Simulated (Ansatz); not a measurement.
## Zone-centre phonons of PIr$_{2}$ at 3 GPa: input and output

Level of theory: DFT LDA, scalar-relativistic, plane waves, PAW in Ansatz.

Launched with:
```bash
ansatz run input.yaml --threads 1 --pin off --max-ram 3072MiB --backend cpu --events-out ev --progress --plain --runs-dir out
```

Input (bare energies are in eV):
```yaml
crystal:
  lattice:
    - [0.0, 2.7447297593, 2.7447297593]
    - [2.7447297593, 0.0, 2.7447297593]
    - [2.7447297593, 2.7447297593, 0.0]
  atoms:
    - { symbol: P, position: [0.0, 0.0, 0.0] }
    - { symbol: Ir, position: [0.25, 0.25, 0.25] }
    - { symbol: Ir, position: [0.75, 0.75, 0.75] }
basis:
  ecutwfc: 420
kpoints:
  mp_grid: { grid: [14, 14, 14] }
hamiltonian:
  xc: lda
scf:
  occupations: { method: fermi_dirac, width: 0.15 }
output:
  eigenvalues: true
phonons:
  method: dfpt
  eigenvectors: true
```

Results section of the output:
```
--- Phonons (Γ-DFPT): 2 representative perturbations + reference, on 244 of 2744 k-points (Σ response iterations 6) ---
  k mesh reduced under 8 symmetry operations, with k and −k counted as one. Each operation leaves every solved displacement unchanged or reverses it
  ASR residual: 1.217e-3 → 0.000e0 eV/Å²; symmetrization residual: 3.730e-6 eV/Å²
  ASR residual per site (eV/Å²): 1.22e-5 1.22e-3 1.22e-3
  Γ frequencies (cm⁻¹): 0.00 0.00 0.00 190.24 190.24 190.24 341.12 341.12 341.12
  non-analytic LO–TO correction: not included (Born effective charges unavailable; polar crystals: no LO–TO splitting at Γ)
```

It took 120 s on 1 thread of Arm Neoverse N1, on a shared host, peak memory 0.92 GiB.

In a metal, frequencies and elastic constants depend on the k mesh and the smearing, soft modes and shear constants most. Spin–orbit coupling is left out, which can shift energies with elements as heavy as these.